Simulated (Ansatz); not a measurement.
# A trial form of Zr2B3

These are results of Ansatz 0.2.0, DFT PBE, scalar-relativistic, plane waves, PAW, not measurements. Cutoff 420 eV, Gaussian smearing, Γ-centred meshes. Cell and atoms relax first on a coarse mesh and then on a finer one. In between, the cell is made exact in the group found at 0.06 Å. In metals the finer mesh still leaves noise of several meV/atom or more. The steps can't lower the symmetry of their start. No spin polarisation in the relaxation; trial moments died out in a coarse test.

The guess for Zr2B3 was made by a generator: random cell by space group and Wyckoff sites (Pm-3m, No. 221). Its size is a rough estimate.

Space group Pm-3m (No. 221). a = 3.997 Å, b = 3.997 Å, c = 3.997 Å, α = 90.00°, β = 90.00°, γ = 90.00°
```
atom  site  symmetry       x       y       z
  Zr    1a      m-3m  0.0000  0.0000  0.0000
  Zr    1b      m-3m  0.5000  0.5000  0.5000
   B    3d    4/mm.m  0.5000  0.0000  0.0000
```

Formation energies are uncorrected and refer to the elements' standard structures at the same level.

Question: Where does the relaxation end?

Answer: The symmetry stays Pm-3m (No. 221). The volume per atom grows by 17.9 %, from 12.8 to 15.1 Å³. The shortest distance goes from 2.00 Å (Zr–B) to 2.11 Å (Zr–B). The energy falls by about 0.15 eV/atom (the start's value is from the coarse mesh). Conventional cell: a = 4.223 Å. Around Zr on its first site lie 6 B at 2.11 Å; around Zr on its second site lie 12 B at 2.99 Å; B is surrounded by 2 Zr at 2.11 Å, 4 Zr at 2.99 Å and 8 B at 2.99 Å.

```
Zr B
1.0
     4.22303    0.00000    0.00000
     0.00000    4.22303    0.00000
     0.00000    0.00000    4.22303
Zr B
2 3
Direct
  0.00000 0.00000 0.00000
  0.50000 0.50000 0.50000
  0.50000 0.00000 0.00000
  0.00000 0.50000 0.00000
  0.00000 0.00000 0.50000
```

Question: How does it come out in energy, and is it a metal?

Answer:

| Property | Result |
| --- | --- |
| Energy over the elements | +0.98 eV/atom |
| Gap on the 10×10×10 mesh of the 5-atom cell | 0 eV (a metal) |

A positive value: parting into the elements would lower its energy.

The last run used Gaussian smearing of 0.10 eV. A structure relaxed within its symmetry needn't be a true minimum. In all, the 3 runs took 27 s on 1 thread of Intel(R) Xeon(R) Processor @ 2.70GHz, on a shared host. Another cell of Zr2B3 relaxed alike, in P-1, lies 1.53 eV/atom lower, so this cell isn't the stable form at this level.
